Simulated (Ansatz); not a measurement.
**What DFT gives for LiBeBO3**

```yaml
crystal:
  lattice:
    - [4.55022, 0.10908, -0.01249]
    - [2.32985, 4.17820, 0.02305]
    - [1.81114, 1.58237, 5.48059]
  atoms:
    - { symbol: Li, position: [0.73789, 0.13074, 0.16020] }
    - { symbol: Li, position: [0.24786, 0.87038, 0.83312] }
    - { symbol: Be, position: [0.36845, 0.75079, 0.31457] }
    - { symbol: Be, position: [0.62797, 0.22157, 0.68606] }
    - { symbol: B, position: [0.07453, 0.42413, 0.25747] }
    - { symbol: B, position: [0.94198, 0.56637, 0.73426] }
    - { symbol: O, position: [0.11082, 0.68038, 0.21761] }
    - { symbol: O, position: [0.88445, 0.29561, 0.79604] }
    - { symbol: O, position: [0.35094, 0.09435, 0.23858] }
    - { symbol: O, position: [0.68382, 0.87972, 0.73752] }
    - { symbol: O, position: [0.26473, 0.56975, 0.68334] }
    - { symbol: O, position: [0.75063, 0.42495, 0.34654] }
```

Level: m-r2SCAN, no spin polarisation; 500 eV; 5×5×4 (shifted by 0, 0.5, 0 steps) mesh; fermi-dirac occupations (width 0.1 eV); Ansatz 0.2.0, fixed geometry.

**Band edges.** Within 0.7 eV of the edges, the states project mainly on O p (97 %) below the gap and on B p (22 %), Li s (22 %) and O s (17 %) above it.
**Stress.** The pressure is 3.4 GPa (compression positive), so with the atoms held at these fractions the cell would first expand; the forces are large, so a full relaxation may end otherwise. The principal stresses -2.8, 3.5, 9.4 GPa differ, so its shape would change too.
**Electronic structure.** The gap on the k mesh is 6.62 eV; the mesh may miss the band edges, so the true gap of this level can be smaller.
**Forces.** The largest is on B5: 7.84 eV/Å, components (-3.89, -6.53, 1.94). It makes 174° with the line to a nearest neighbour, O7 at 1.24 Å, pointing away from it.

Origin: a strained cell with displaced atoms, so it need not be a known compound. Caveats: an odd or shifted mesh can miss the band edges, so this level's true gap may be smaller; atoms or cell far from equilibrium; m-r2SCAN is r2SCAN with a changed spin dependence that lowers moments.
